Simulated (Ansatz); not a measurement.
**Relaxation path: fcc Pb (110), 7 layers**

DFT, PBE, PAW with Ansatz's default frozen-core files, scalar-relativistic (Ansatz 0.2.0); a Γ-centred 12×8×1 k mesh, Fermi–Dirac smearing of 0.1 eV, no spin polarisation. The run relaxes the atoms in the fixed cell.

Command: `ansatz run input.yaml --threads 3 --pin off --max-ram 8192MiB --backend cpu --events-out ev --progress --plain --runs-dir out` It took 3.9 min on 3 threads of Arm Neoverse V1, on a shared host, peak memory 1.2 GiB.

```yaml
crystal:
  lattice:
    - [3.5634551255, 0.0, 0.0]
    - [0.0, 5.0394865674, 0.0]
    - [0.0, 0.0, 26.6904]
  atoms:
    - { symbol: Pb, position: [0.0, 0.0, 0.299733886] }
    - { symbol: Pb, position: [0.5, 0.5, 0.3664892574] }
    - { symbol: Pb, position: [0.0, 0.0, 0.4332446287] }
    - { symbol: Pb, position: [0.5, 0.5, 0.5] }
    - { symbol: Pb, position: [0.0, 0.0, 0.5667553713] }
    - { symbol: Pb, position: [0.5, 0.5, 0.6335107426] }
    - { symbol: Pb, position: [0.0, 0.0, 0.700266114] }
kpoints:
  mp_grid: { grid: [12, 8, 1] }
scf:
  occupations: { method: fermi_dirac, width: 0.1 }
hamiltonian:
  xc: pbe
  pseudopotentials: { kind: paw }
output:
  forces: true
  stress: true
  eigenvalues: true
  write_density: true
  write_potential: true
  elf: true
  volumetric_format: npy
relax:
  f_tol: 0.01
  max_steps: 40
efield:
  axis: 3
  amplitude: 0
  dipole_correction: true
```

Each step lists its free energy a cell above the last geometry, and Cartesian positions (Å) with forces (eV/Å).

The first step:

```
step 1  dF = 139.08 meV
  Pb 0.0000 0.0000 8.0000   0.0000 0.0000 0.4065
  Pb 1.7817 2.5197 9.7817   0.0000 0.0000 -0.2682
  Pb 0.0000 0.0000 11.5635   0.0000 0.0000 -0.1775
  Pb 1.7817 2.5197 13.3452   0.0000 0.0000 0.0000
  Pb 0.0000 0.0000 15.1269   0.0000 0.0000 0.1775
  Pb 1.7817 2.5197 16.9087   0.0000 0.0000 0.2682
  Pb 0.0000 0.0000 18.6904   0.0000 0.0000 -0.4065
```

Spin–orbit coupling is left out, which matters for the heavy atoms.

Q: Where does the relaxation end, and by which steps?

A: After 5 geometries, with a shortest distance of 3.306 Å. The further steps:
```
step 2  dF = 35.22 meV
  Pb 0.0000 0.0000 8.1388   0.0000 0.0000 0.2172
  Pb 1.7817 2.5197 9.7519   0.0000 0.0000 -0.1474
  Pb 0.0000 0.0000 11.5495   0.0000 0.0000 -0.0672
  Pb 1.7817 2.5197 13.3452   0.0000 0.0000 0.0000
  Pb 0.0000 0.0000 15.1409   0.0000 0.0000 0.0672
  Pb 1.7817 2.5197 16.9385   0.0000 0.0000 0.1474
  Pb 0.0000 0.0000 18.5516   0.0000 0.0000 -0.2172
step 3  dF = 7.50 meV
  Pb 0.0000 0.0000 8.3288   0.0000 0.0000 -0.1265
  Pb 1.7817 2.5197 9.7306   0.0000 0.0000 -0.0020
  Pb 0.0000 0.0000 11.5749   0.0000 0.0000 0.1210
  Pb 1.7817 2.5197 13.3452   0.0000 0.0000 0.0000
  Pb 0.0000 0.0000 15.1155   0.0000 0.0000 -0.1210
  Pb 1.7817 2.5197 16.9598   0.0000 0.0000 0.0020
  Pb 0.0000 0.0000 18.3616   0.0000 0.0000 0.1265
step 4  dF = 0.30 meV
  Pb 0.0000 0.0000 8.2577   0.0000 0.0000 0.0239
  Pb 1.7817 2.5197 9.7021   0.0000 0.0000 -0.0025
  Pb 0.0000 0.0000 11.5772   0.0000 0.0000 -0.0147
  Pb 1.7817 2.5197 13.3452   0.0000 0.0000 0.0000
  Pb 0.0000 0.0000 15.1132   0.0000 0.0000 0.0147
  Pb 1.7817 2.5197 16.9883   0.0000 0.0000 0.0025
  Pb 0.0000 0.0000 18.4327   0.0000 0.0000 -0.0239
step 5  dF = 0.00 meV
  Pb 0.0000 0.0000 8.2722   0.0000 0.0000 -0.0019
  Pb 1.7817 2.5197 9.7060   0.0000 0.0000 0.0005
  Pb 0.0000 0.0000 11.5785   0.0000 0.0000 0.0038
  Pb 1.7817 2.5197 13.3452   0.0000 0.0000 0.0000
  Pb 0.0000 0.0000 15.1119   0.0000 0.0000 -0.0038
  Pb 1.7817 2.5197 16.9844   0.0000 0.0000 -0.0005
  Pb 0.0000 0.0000 18.4182   0.0000 0.0000 0.0019
```
